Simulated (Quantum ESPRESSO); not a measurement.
## Band energies of CaZnC$_{2}$O$_{6}$

```
CELL_PARAMETERS angstrom
      2.43302     1.40470     5.44404
     -2.43302     1.40470     5.44404
      0.00000    -2.80940     5.44404
ATOMIC_POSITIONS crystal
  C  0.75746 0.75746 0.75746
  C  0.24254 0.24254 0.24254
  O  0.72644 0.03591 0.50526
  O  0.27356 0.96409 0.49474
  O  0.03591 0.50526 0.72644
  O  0.96409 0.49474 0.27356
  O  0.50526 0.72644 0.03591
  O  0.49474 0.27356 0.96409
  Ca 0.00000 0.00000 0.00000
  Zn 0.50000 0.50000 0.50000
```

PBEsol (Quantum ESPRESSO, PseudoDojo norm-conserving, 84 Ry, scalar-relativistic); path ΓLB1,BZΓX,QFP1Z,LP; energies in eV from the valence-band maximum.

```csv
k (1/Å),point,band 33,band 34,band 35,band 36,band 37,band 38,band 39,band 40
0.00,Γ,-1.17,-1.17,-1.00,-1.00,-0.78,4.18,5.14,5.23
0.19,,-1.29,-1.17,-1.07,-0.97,-0.60,4.35,5.14,5.39
0.58,,-1.55,-1.40,-0.90,-0.59,-0.12,5.01,5.37,6.28
0.77,L,-1.52,-1.50,-0.87,-0.53,0.00,5.10,5.46,6.58
1.31,B1,-1.88,-1.30,-1.25,-0.26,-0.09,5.32,5.47,6.50
1.31,B,-1.88,-1.30,-1.25,-0.26,-0.09,5.32,5.47,6.50
1.69,,-1.56,-1.17,-1.08,-0.73,-0.42,4.49,5.14,6.61
2.06,Z,-1.33,-1.14,-1.08,-1.03,-1.03,3.89,4.78,6.75
2.25,,-1.19,-1.19,-1.06,-1.06,-0.95,3.95,4.84,6.22
2.64,Γ,-1.17,-1.17,-1.00,-1.00,-0.78,4.18,5.14,5.23
2.82,,-1.32,-1.18,-1.05,-0.99,-0.60,4.36,5.15,5.36
3.19,,-1.49,-1.33,-1.19,-0.43,-0.19,5.14,5.25,6.21
3.37,,-1.54,-1.42,-1.31,-0.21,-0.13,5.35,5.40,6.44
3.56,X,-1.84,-1.42,-1.21,-0.17,-0.14,5.38,5.46,6.48
3.56,Q,-1.84,-1.42,-1.21,-0.17,-0.14,5.38,5.46,6.48
3.93,F,-1.69,-1.56,-0.83,-0.35,-0.17,5.08,5.60,6.47
3.93,P1,-1.66,-1.49,-0.86,-0.47,-0.12,5.04,5.52,6.51
4.25,,-1.49,-1.24,-0.97,-0.83,-0.52,4.36,5.07,6.63
4.41,,-1.36,-1.16,-1.05,-0.99,-0.81,4.02,4.86,6.70
4.58,Z,-1.33,-1.14,-1.08,-1.03,-1.03,3.89,4.78,6.75
4.58,L,-1.52,-1.50,-0.87,-0.53,0.00,5.10,5.46,6.58
4.97,P,-1.66,-1.49,-0.86,-0.47,-0.12,5.04,5.52,6.51
```

The PBEsol gap is indirect, 3.89 eV, from L to Z; the smallest direct gap is 4.82 eV.

Geometry of the Materials Project entry, not relaxed at this level.

The structure is a Materials Project entry; no match was found in the copy of COD used, and its stability was not checked.
